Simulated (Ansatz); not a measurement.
Here is the system:

TlAgTe2:
```
CELL_PARAMETERS angstrom
     -1.78958     1.78958     9.35780
      1.78958    -1.78958     9.35780
      1.78958     1.78958    -9.35780
ATOMIC_POSITIONS crystal
  Ag 0.75000 0.25000 0.50000
  Tl 0.00000 0.00000 0.00000
  Te 0.36486 0.36486 0.00000
  Te 0.63514 0.63514 0.00000
```

This is the r²SCAN-relaxed structure.

### Question
All from r²SCAN in the plane-wave PAW code Ansatz, unless another level is named. Give the electronic character.

### Answer
metallic (no gap).

### Question
What about the formation energy from the elements (no fitted shifts)?

### Answer
-46 meV/atom.

### Question
What about the density of states at the Fermi level?

### Answer
0.37 states/eV per atom (mean over ±0.08 eV).

Space group I-4m2. The workflow started from an entry of the Crystallography Open Database (COD). Whether it is the stable phase at ambient conditions was not checked. The r²SCAN relaxation kept the symmetry of its start; whether a distortion lowers the energy is not shown. No spin polarisation was allowed. The references are the lowest solids computed at this level, not always the standard phases. Spin–orbit coupling is left out wherever it is not named.

Potentials: the later of the program's two PAW sets.
